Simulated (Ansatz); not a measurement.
Y, DFT, LDA, all-electron PAW with datasets made for the crystal, scalar-relativistic (Ansatz 0.2.0), run on 1 thread of Arm Neoverse V2 on a shared host.

The cell is COD entry 1534898, as deposited and not checked against the literature; nothing was relaxed. The listed cell was then made from it by scaling, straining or moving an atom.

Command: `ansatz run input.yaml --threads 1 --pin off --max-ram 3072MiB --backend cpu --events-out ev --progress --plain --runs-dir out`

```yaml
crystal:
  lattice:
    - [0.02485, 2.497425, 2.497425]
    - [2.497425, 0.02485, 2.497425]
    - [2.497425, 2.497425, 0.02485]
  atoms:
    - { symbol: "Y", position: [0.0, 0.0, 0.0] }
kpoints:
  mp_grid: { grid: [13, 13, 13] }
scf:
  occupations: { method: fermi_dirac, width: 0.05 }
hamiltonian:
  xc: lda
  pseudopotentials: { kind: all_electron, datasets: crystal }
output:
  forces: true
  stress: true
  eigenvalues: true
  efg: { contact_densities: true }
```

Problem. How large is the problem that the program sets up?

Solution. 231 irreducible k-points, 247 plane waves at Γ, 11 bands.

Problem. About how long does it take, and how much memory does it use?

Solution. 9.7 s of wall time for 6 SCF iterations, with a peak of 0.38 GiB. Times on shared machines scatter by tens of per cent.

Problem. And the same cell and mesh by PAW (frozen-core files), asked for forces, stress, eigenvalues, efg, on the same hardware?

Solution. 4.1 s, peak memory 0.37 GiB.
